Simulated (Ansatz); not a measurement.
## Calculated with Ansatz: CdBr2, relaxation

Run with:

```bash
ansatz run input.yaml --threads 2 --pin off --max-ram 3584MiB --backend cpu --events-out ev --progress --plain --runs-dir out
```

input.yaml:

```yaml
crystal:
  lattice:
    - [1.985149, 3.438378, 0.0]
    - [-1.985149, 3.438378, 0.0]
    - [0.0, 0.0, 12.514659]
  atoms:
    - { symbol: Br, position: [0.3333, 0.3334, 0.0] }
    - { symbol: Br, position: [0.6666, 0.6667, 0.5] }
    - { symbol: Cd, position: [0.3333, 0.3334, 0.375] }
    - { symbol: Cd, position: [0.6666, 0.6667, 0.875] }
    - { symbol: Br, position: [0.0, 0.0, 0.25] }
    - { symbol: Br, position: [0.0, 0.0, 0.75] }
  symmetry: { tolerance: 0.0003 }
kpoints:
  mp_grid: { grid: [7, 7, 2], shift: [0, 0, 0] }
magnetization:
  spin_polarized: false
scf:
  occupations: { method: gaussian, width: 0.0105 }
  lower_state_search: "off"
hamiltonian:
  pseudopotentials: { kind: paw }
  xc: r2scan
  hubbard:
    projectors: all-electron-ortho-atomic
    sites: [{ species: Br, l: p, u_eff: 3.79 }]
basis:
  ecutwfc: 500
  fft_grid_basis: typed
relax:
  max_steps: 60
  cell: { p_target: 5.0 }
  f_tol: 0.03
output:
  forces: true
  stress: true
  eigenvalues: true
  bader: true
  populations: true
  elf: true
  write_potential: true
  volumetric_format: npy
  dos:
    e_range: [-12, 8]
    de: 0.05
    projected: { site_lists: { Br: [Br], Cd: [Cd] } }
  write_density: true
checkpoint:
  read: saved_state
```

Origin of the cell: a database entry, scaled a little.

The saved state is a converged single point of the same cell.

Steps («new basis» is an SCF on plane waves selected anew at the same cell):

```json
{"step": "1", "ΔH (meV/atom)": "0.0", "max force component (eV/Å)": "0.181", "P (GPa)": "0.86", "volume (Å³)": "170.84", "SCF iterations": "5", "step was": "accepted"}
{"step": "2", "ΔH (meV/atom)": "-36.4", "max force component (eV/Å)": "0.175", "P (GPa)": "6.06", "volume (Å³)": "153.06", "SCF iterations": "7", "step was": "accepted"}
{"step": "3", "ΔH (meV/atom)": "-38.9", "max force component (eV/Å)": "0.168", "P (GPa)": "4.94", "volume (Å³)": "152.95", "SCF iterations": "5", "step was": "accepted"}
{"step": "4", "ΔH (meV/atom)": "-40.3", "max force component (eV/Å)": "0.029", "P (GPa)": "4.75", "volume (Å³)": "154.75", "SCF iterations": "5", "step was": "accepted"}
{"step": "5", "ΔH (meV/atom)": "-40.5", "max force component (eV/Å)": "0.003", "P (GPa)": "5.00", "volume (Å³)": "154.16", "SCF iterations": "5", "step was": "accepted"}
{"step": "6", "ΔH (meV/atom)": "-39.9", "max force component (eV/Å)": "0.003", "P (GPa)": "4.99", "volume (Å³)": "154.16", "SCF iterations": "6", "step was": "new basis"}
```

The starting structure.

Space group P6_3mc (No. 186); the run's cell has a = 3.970 Å, b = 3.970 Å, c = 12.515 Å, α = 90.00°, β = 90.00°, γ = 60.00°. Shortest distances: Br–Cd 2.77 Å.

After:

Space group P6_3mc (No. 186); the run's cell has a = 3.911 Å, b = 3.911 Å, c = 11.635 Å, α = 90.00°, β = 90.00°, γ = 60.00°. Shortest distances: Br–Cd 2.72 Å, Br–Br 3.57 Å.

```
CELL_PARAMETERS angstrom
1.95571 3.38739 0.00000
-1.95571 3.38739 0.00000
0.00000 0.00000 11.63480
ATOMIC_POSITIONS crystal
Br 0.33333 0.33333 0.00594
Br 0.66667 0.66667 0.50594
Cd 0.33333 0.33333 0.37500
Cd 0.66667 0.66667 0.87500
Br 0.00000 0.00000 0.24406
Br 0.00000 0.00000 0.74406
```

* Enthalpy lowered by: 39.9 meV/atom
* Volume change: -9.77 %
* Final pressure: 4.99 GPa
* Relaxation steps listed: 6
* Gap on the mesh: 4.77 eV

Caveats: the relaxation held the start's symmetry, so the end may be a saddle point.

It ran for 85 s on 2 threads of Arm Neoverse V2 (shared host), peak memory 0.81 GiB, from a saved density.
